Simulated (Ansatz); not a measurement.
Relaxed-ion elastic tensor of Cs2AgBiBr6 in space group Fm-3m (No. 225; Bi on 4a, Ag on 4b, Cs on 8c, Br on 24e) in GPa (Voigt order), plane-wave PAW LDA (Ansatz code); density 5.31 g/cm³, 33.23 Å³ per atom.

```
59.2  20.0  20.0   0.0   0.0   0.0
20.0  59.2  20.0   0.0   0.0   0.0
20.0  20.0  59.2   0.0   0.0   0.0
 0.0   0.0   0.0   7.7   0.0   0.0
 0.0   0.0   0.0   0.0   7.7   0.0
 0.0   0.0   0.0   0.0   0.0   7.7
```

Q: Is the crystal mechanically stable?

A: Yes: the smallest eigenvalue of C is 7.7 GPa.

Q: Work out the Voigt, Reuss and Hill averages.

A: K_V = 33.1, K_R = 33.1, K_H = 33.1; G_V = 12.4, G_R = 10.1, G_H = 11.3 GPa.

Q: Give Young's modulus, Poisson's ratio, Pugh's ratio and the universal anisotropy index.

A: E = 9KG/(3K + G) = 30.4 GPa; ν = 0.35; K/G = 2.93 (ductile by the Pugh limit of 1.75); A_U = 5G_V/G_R + K_V/K_R − 6 = 1.13.

Q: Estimate the sound speeds and the Debye temperature.

A: v_l = √((K + 4G/3)/ρ) = 3010 m/s, v_t = √(G/ρ) = 1460 m/s, mean 1640 m/s; Θ = (h/k)(3n/4πV)^(1/3) v_m = 152 K.

Q: Give the Zener ratio and Young's modulus along [100], [110] and [111].

A: A = 2C44/(C11 − C12) = 0.39; 1/E = S11 − 2(S11 − S12 − S44/2)Γ with Γ = 0, 1/4, 1/3 gives 49.1, 24.9, 21.4 GPa.

Q: Solve the Christoffel equation for the three sound speeds along [100], [110], [111].

A: Eigenvalues of C_ijkl n_j n_l equal ρv². In km/s, slowest first: [100] 1.20, 1.20, 3.34; [110] 1.20, 1.92, 2.98; [111] 1.72, 1.72, 2.86.

Symmetry was held in the LDA relaxation; of distortions, only those at the zone centre were tested, and some modes there are weakly imaginary. The run is not spin-polarised. Spin–orbit coupling is left out wherever it is not named.

Potentials: the later of the program's two PAW sets.
